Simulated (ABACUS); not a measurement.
Consider a self-consistent single point of SnGeSe₂ (Pmc2_1, 8 atoms in the cell; from Materials Project mp-1218835, changed as shown).

```yaml
crystal:
  lattice:
    - [3.88044, 0.00000, 0.00000]
    - [0.00000, 4.58350, 0.00000]
    - [0.00000, 0.00000, 11.14340]
  atoms:
    - { symbol: Sn, position: [0.50000, 0.36605, 0.38335] }
    - { symbol: Sn, position: [0.50000, 0.63395, 0.88335] }
    - { symbol: Ge, position: [0.00000, 0.12293, 0.62746] }
    - { symbol: Ge, position: [0.00000, 0.87707, 0.12746] }
    - { symbol: Se, position: [0.00000, 0.23593, 0.84558] }
    - { symbol: Se, position: [0.00000, 0.76407, 0.34558] }
    - { symbol: Se, position: [0.50000, 0.23363, 0.14361] }
    - { symbol: Se, position: [0.50000, 0.76637, 0.64361] }
```

Method: PBEsol, numerical atomic orbitals DZP (confined pseudo-atomic orbitals with Gaussian additions; energy shift 0.01 Ry), PseudoDojo 0.4 standard norm-conserving PBEsol (tails mended) pseudopotentials run with ABACUS 3.10.1.

ABACUS settings:

- basis = DZP numerical atomic orbitals, energy shift 0.01 Ry
- KPT = Gamma 4 4 2 0 0 0
- basis_type = lcao
- ecutwfc = 100 Ry
- smearing_method = fd
- smearing_sigma = 0.00367493 Ry
- potentials = PseudoDojo 0.4 standard norm-conserving PBEsol (tails mended)
- symmetry = 1
- symmetry_prec = 1e-05
- ks_solver = genelpa
- scf_nmax = 100
- scf_thr = 1.0e-06
- mixing_type = pulay
- mixing_beta = 0.4

Q: Estimate, at this level of theory: gap on the k-point mesh, pressure and largest force (vector length).

A: The run gave:

| Item | Value |
|---|---|
| Gap on the k-point mesh | 0.89 eV |
| Pressure | 2.01 GPa |
| Largest force (vector length) | 0.811 eV/Å |

Gaps are taken between levels on the mesh.

For comparison: a first run was changed to give this one (lattice scaled by 0.98), and from it to this one the free energy is nearly the same (within 1 meV/atom), the pressure goes from -1.70 to 2.01 GPa, the largest force goes from 0.333 to 0.811 eV/Å and the gap on the mesh goes from 0.836 to 0.889 eV.

The atom-centred basis is finite, which shifts total energies, pressures, gaps and forces against plane waves. The structure comes from a collection of computed structures, made at another level of theory; the collection holds predicted forms beside known ones.

Cost on one core: very roughly 29 core-seconds.

The atomic orbitals were generated for these runs; they are not ABACUS's published sets and were checked against plane waves on a few crystals only.

“Tails mended”: in these copies of the files the far tail of each local potential was reset to the Coulomb form.
